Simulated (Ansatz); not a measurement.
BeS (rock salt, space group No. 225), r²SCAN in the plane-wave PAW code Ansatz. The conduction-band minimum lies at X, with 3 equivalent valleys. Second derivatives d²E/dk² of the lowest band at one valley (eV·Å²), along Cartesian directions:

```
direction  d²E/dk²
---------  -------
[100]        8.426
[010]        27.04
[001]        27.04
[110]        17.73
[101]        17.73
[011]        27.01
```

**Question.** Find the principal effective masses, the density-of-states mass and the conductivity mass.

**Answer.** Off-diagonal terms follow from H_xy = H[110] − (H_xx + H_yy)/2, and m*/mₑ = 7.620 eV·Å² over each eigenvalue: 0.28, 0.28, 0.90. One valley's DOS mass (m₁m₂m₃)^(1/3) = 0.42, conductivity mass 3/(Σ 1/mᵢ) = 0.37 mₑ.

**Question.** What effective density of states Nc follows at 300 K for parabolic valleys?

**Answer.** Nc = 2.509e19 × 3 × (0.42)^(3/2) ≈ 2.0e19 cm⁻³.

Space group Fm-3m (rock salt). The start of the workflow was typed in or built on a structure type; neither database checked (COD, Materials Project) lists it. COD files the formula under space group No. 216, so this cell is another polymorph or a model. Its standing as an ambient phase is unchecked. The r²SCAN relaxation kept the symmetry of its start; whether a distortion lowers the energy is not shown.

Potentials: the later of the program's two PAW sets.

Edges and masses are those of Kohn–Sham bands, whose gap is no quasiparticle gap.
